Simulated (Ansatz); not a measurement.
Frozen-phonon scan for BN (zinc blende)

Starting cell, BN (zinc blende):

```xyz
4
Lattice="0.0000 3.6241 3.6241 1.8120 0.0000 1.8120 1.8120 1.8120 0.0000" Properties=species:S:1:pos:R:3 pbc="T T T"
N      2.7181     2.7181     2.7181
N      2.7181     4.5301     4.5301
B      0.0000     0.0000     0.0000
B      0.0000     1.8120     1.8120
```

The atoms are displaced by Q × the pattern below (from a DFPT mode at L = (0.5, 0.0, 0.0), largest move 1; Q in Å), at fixed cell. It is one choice among 2 degenerate patterns. (q is in reciprocal vectors of the primitive cell; the cell shown is doubled to hold the pattern.)

```
atom       x       y       z
----  ------  ------  ------
N1     0.215  -0.392   0.607
N2    -0.215   0.392  -0.607
B3     0.285  -0.520   0.805
B4    -0.285   0.520  -0.805
```

Method: PBE (plane waves to 420 eV, PAW, scalar-relativistic; Ansatz, an electronic-structure program). k mesh 8×16×16 (Γ-centred), Fermi-Dirac smearing 0.05 eV. The energy includes the smearing's −TS. Compression counts positive. BN was relaxed with its symmetry unable to fall. The PAW data are Ansatz's earlier set. The zero of ΔE is the undisplaced structure.

```csv
Q (Å),ΔE (meV/cell),P (GPa),−dE/dQ from forces (eV/Å)
-0.100,642,9.9,12.845
-0.083,446,6.8,10.698
-0.067,285,4.4,8.558
-0.050,160,2.4,6.418
-0.033,71,1.1,4.279
-0.017,18,0.3,2.140
0.000,0,0.0,0.000
0.017,18,0.3,-2.140
0.033,71,1.1,-4.279
0.050,160,2.4,-6.418
0.067,285,4.4,-8.558
0.083,446,6.8,-10.698
0.100,642,9.9,-12.845
```

Read from the data:

The energy at Q = 0.100 Å is 642 meV/cell. Space group of the distorted cell: P1 (No. 1), lowered from F-43m. Symmetry of the curve: even: the same for both signs. Shape of the curve: a single well with its minimum at or next to zero displacement. Harmonic wavenumber from the curvature (finite differences): 964 cm⁻¹. Wavenumber by perturbation theory (DFPT, on another k mesh): 964 cm⁻¹.

(For displaced atoms, the force is minus the slope of the energy, and its curvature is a force constant, which sets phonon frequencies.)
